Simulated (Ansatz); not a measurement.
## Relaxing a structure of Ge$_{2}$W

The start is a generated cell, Ge2W built in the AFLOW prototype A2B_tP6_129_ac_c (C38, as in Cu2Sb). A full variable-cell relaxation at zero pressure is run with r2SCAN (plane waves to 500 eV, PAW, scalar-relativistic; Ansatz, a first-principles code).

Ansatz input (later rounds restart from its end on a renewed k-mesh):
Ansatz 0.2 input:
```yaml
crystal:
  lattice:
    - [3.94915, 0, 0]
    - [0, 3.94915, 0]
    - [0, 0, 6.0257951]
  atoms:
    - { symbol: Ge, position: [0, 0, 0] }
    - { symbol: Ge, position: [0.5, 0.5, 0] }
    - { symbol: Ge, position: [0.5, 0, 0.27] }
    - { symbol: Ge, position: [0, 0.5, 0.73] }
    - { symbol: W, position: [0.5, 0, 0.7] }
    - { symbol: W, position: [0, 0.5, 0.3] }
basis: { ecutwfc: 500, ecutrho_ratio: 4, xc_grid: 4, fft_grid_basis: typed }
kpoints: { mp_grid: { grid: [8, 8, 6] } }
hamiltonian:
  xc: r2scan
  dispersion: none
  pseudopotentials: { kind: paw }
scf: { occupations: { method: fermi_dirac, width: 0.05 } }
relax: { f_tol: 0.01, max_steps: 100, cell: { stress_tol: 0.02 } }
output: { forces: true, stress: true }
```

Problem. What pressure does the first self-consistent step give?

Solution. +10.1 GPa (positive: the cell is compressed).

Problem. What is the largest force in the starting geometry, and on which atom (counted from 1)?

Solution. 3.37 eV/Å, on Ge3, Ge4 (atoms numbered as listed).

Problem. How much energy is released per atom?

Solution. 0.99 eV/atom.

Problem. How do the shortest distances between atoms change?

Solution. The closest pairs of elements (up to four, under 3.6 Å), start → end: Ge–Ge 2.56 → 2.48 Å; Ge–W 2.59 → 2.63 Å; W–W 3.69 → 3.51 Å.

Problem. What band gap does the relaxed structure have at this level?

Solution. No gap (metallic).

Problem. What does it relax into? Give the structure.

Solution. 
Space group P4/nmm, origin choice 1 (No. 129); a = b = 3.506 Å, c = 7.734 Å, α = β = γ = 90.00°

| atom | site | symmetry | x | y | z |
|---|---|---|---|---|---|
| Ge | 2a | -4m2 | 0.0000 | 0.0000 | 0.0000 |
| Ge | 2c | 4mm | 0.5000 | 0.0000 | 0.3977 |
| W | 2c | 4mm | 0.0000 | 0.5000 | 0.2540 |

The space group stays P4/nmm (No. 129) (the run could not lower it), with 6 atoms in the primitive cell. Final values are on a 13×13×6 k-mesh of the relaxed cell. No spin polarisation in the result.

The run could not lose the symmetry of its start, so the end can be a saddle point.

The relaxed structure here is a generated cell of Ge2W: the first start was made by placing the elements on the sites of a structure type, and the end was not matched to a known phase here, so it may be hypothetical.
